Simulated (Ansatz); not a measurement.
## Two-dimensional strain map in TiAl

Theory: DFT r2SCAN, scalar-relativistic, plane waves, PAW (Ansatz). Settings: plane waves to 500 eV, k-mesh 16×16×16 (Γ-centred), Gaussian smearing 0.15 eV. No spin polarisation. Energies are free energies at this smearing, counted from the undisturbed cell; pressure is positive in compression.

Zero of the scan (as given, not relaxed at this level; it stands at -0.8 GPa, and it needn't be the usual structure):

```xyz
2
Lattice="3.1791 0.0000 0.0000 0.0000 3.1791 0.0000 0.0000 0.0000 3.1791" Properties=species:S:1:pos:R:3 pbc="T T T"
Ti    0.0000    0.0000    0.0000
Al    1.5895    1.5895    1.5895
```

The cell is strained by p along both x and y and by q along z, fractional coordinates fixed. Points are written (p, q).

Energy above the undisturbed cell in meV/atom (a dash: not computed):

```
 p \ q  -0.080  -0.040  0.000  0.040  0.080
-0.080   412.6   272.2  158.9   67.2   -5.3
-0.040   165.8    86.0   33.0   -3.8  -28.0
 0.000    36.9     6.1    0.0    9.6   27.4
 0.040    -2.9     7.6   39.3   85.0  138.4
 0.080    24.9    69.1  132.3  207.1  287.9
```

Pressure in GPa:

```
 p \ q  -0.080  -0.040  0.000  0.040  0.080
-0.080    46.7    35.6   26.4   18.7   12.2
-0.040    25.9    17.4   10.5    4.8    0.0
 0.000    11.1     4.5   -0.8   -5.0   -8.4
 0.040     0.5    -4.6   -8.6  -11.7  -14.0
 0.080    -6.9   -10.8  -13.8  -16.0  -17.6
```